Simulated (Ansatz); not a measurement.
**Two states of LaVSe2O**

```xyz
10
Lattice="5.8916 1.9547 0.0000 5.8916 -1.9547 0.0000 0.0284 0.0000 -8.4876" Properties=species:S:1:pos:R:3 pbc="T T T"
La    2.7367    0.0000   -6.8076
La    9.0749    0.0000   -1.6799
Se   11.2529    0.0000   -6.7948
Se    0.5586    0.0000   -1.6928
Se    7.5644    0.0000   -4.5423
Se    4.2471    0.0000   -3.9453
V     5.8916    0.0000    0.0000
V     0.0142    0.0000   -4.2438
O     7.8378    0.0000   -7.9936
O     3.9738    0.0000   -0.4940
```

The numbers come from plane-wave PAW DFT (Ansatz): PBEsol, 420 eV, 5×5×2 Γ-centred k points, methfessel-paxton occupations (width 0.2214 eV). Nothing was relaxed.

State A: V7 up, V8 up (collinear spin). State B: V7 up, V8 down (collinear spin).

Task: Which state is lower, and how do they differ?

Result: State A is lower by 7.6 meV an atom at zero smearing. So small a gap isn't resolved on this mesh where a state is a metal.

| state | free energy (meV/atom) | largest moment in a small sphere (μB) | net moment (μB/cell) | gap on mesh (eV) | pressure (GPa) | largest force (eV/Å) |
| --- | --- | --- | --- | --- | --- | --- |
| A | 0.0 | 1.85 | 4.05 | metal | -5.2 | 0.28 |
| B | 7.3 | 1.82 | 0.12 | metal | -5.1 | 0.29 |

Origin: a database entry at a rescaled volume. Caveats: semilocal functionals often miss the gap of such magnets; the k mesh is coarse if the cell is a metal; wide smearing.
